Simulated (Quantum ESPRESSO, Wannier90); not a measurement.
# Wannier functions of ZnO (wurtzite)

```xyz
4
Lattice="3.2373 0.0000 0.0000 -1.6187 2.8036 0.0000 0.0000 0.0000 5.2221" Properties=species:S:1:pos:R:3 pbc="T T T"
Zn    -1.6187     0.9345    -2.6079
Zn     1.6187    -0.9345     0.0031
O     -1.6187     0.9345    -0.6281
O      1.6187    -0.9345     1.9829
```

Structure: Materials Project mp-2133, symmetrised, not relaxed again. COD (Crystallography Open Database) has the formula in 2 space groups, this one among them (matched by group alone). Computed values, not measurements, from PBEsol: Quantum ESPRESSO (norm-conserving PseudoDojo potentials, cutoff 68 Ry, no spin polarisation, no spin-orbit coupling) on a Γ-centred 12×12×4 mesh, then Wannier90. Density: 12×12×6 mesh, Gaussian smearing 0.01 Ry.

A tight-binding model is made by disentanglement and projection with no localisation steps (num_iter = 0), so the 26 orbitals stay atom-like: hydrogen-like Zn: s;p;d; O: s;p, axes along x, y, z; frozen window up to 2.25 eV relative to the valence-band maximum. It follows pw.x to 0.5 meV rms for states up to 1.8 eV relative to the valence-band maximum. Matrix elements depend on this choice of orbitals and windows.

Question: What are the on-site energies relative to the valence-band maximum, and how fast do the hoppings decay?

Answer: 
```csv
atom,orbitals,energy (eV)
Zn1,s,5.45
Zn1,pz,11.37
Zn1,px py,11.50
Zn1,dz2,-4.82
Zn1,dxz dyz,-4.66
Zn1,dx2-y2 dxy,-4.75
Zn2,s,5.45
Zn2,pz,11.37
Zn2,px py,11.50
Zn2,dz2,-4.82
Zn2,dxz dyz,-4.66
Zn2,dx2-y2 dxy,-4.75
O3,s,-15.10
O3,pz px py,-1.54
O4,s,-15.10
O4,pz px py,-1.54
```

| distance of the centres (Å) | largest modulus (eV) |
|---|---|
| 1–2 | 1.7 |
| 2–3 | 2.8 |
| 3–4 | 1.1 |
| 4–5 | 0.044 |
| 5–6 | 0.16 |
| 6–7 | 0.031 |
| 7–8 | 0.0089 |
| 8–9 | 0.0039 |
| 9–10 | 0.0033 |
